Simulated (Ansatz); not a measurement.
Relaxed-ion elastic tensor of AgI (wurtzite, P6_3mc) in GPa (Voigt order), PBE (plane waves, PAW; program Ansatz); density 5.35 g/cm³, 36.42 Å³ per atom.

```
34.3  22.9  20.0   0.0   0.0   0.0
22.9  34.3  20.0   0.0   0.0   0.0
20.0  20.0  39.0   0.0   0.0   0.0
 0.0   0.0   0.0   5.2   0.0   0.0
 0.0   0.0   0.0   0.0   5.2   0.0
 0.0   0.0   0.0   0.0   0.0   5.7
```

**Question.** Is the crystal mechanically stable?

**Answer.** Yes: the smallest eigenvalue of C is 5.2 GPa.

**Question.** Work out the Voigt, Reuss and Hill averages.

**Answer.** K_V = 25.9, K_R = 25.9, K_H = 25.9; G_V = 6.2, G_R = 5.9, G_H = 6.1 GPa.

**Question.** Give Young's modulus, Poisson's ratio, Pugh's ratio and the universal anisotropy index.

**Answer.** E = 9KG/(3K + G) = 16.9 GPa; ν = 0.39; K/G = 4.27 (ductile by the Pugh limit of 1.75); A_U = 5G_V/G_R + K_V/K_R − 6 = 0.24.

**Question.** Estimate the sound speeds and the Debye temperature.

**Answer.** v_l = √((K + 4G/3)/ρ) = 2520 m/s, v_t = √(G/ρ) = 1060 m/s, mean 1200 m/s; Θ = (h/k)(3n/4πV)^(1/3) v_m = 108 K.

**Question.** How much does each axis shrink under pressure?

**Answer.** Linear compressibilities β_i = Σ_j S_ij (j = 1 to 3): x 13, y 13, z 12 per TPa.

The PBE relaxation kept the symmetry of its start; phonons on a q-mesh show no instability. No spin polarisation was allowed. Scalar-relativistic: spin–orbit coupling is off unless named, which matters more the heavier the elements.

Potentials: the later of the program's two PAW sets.
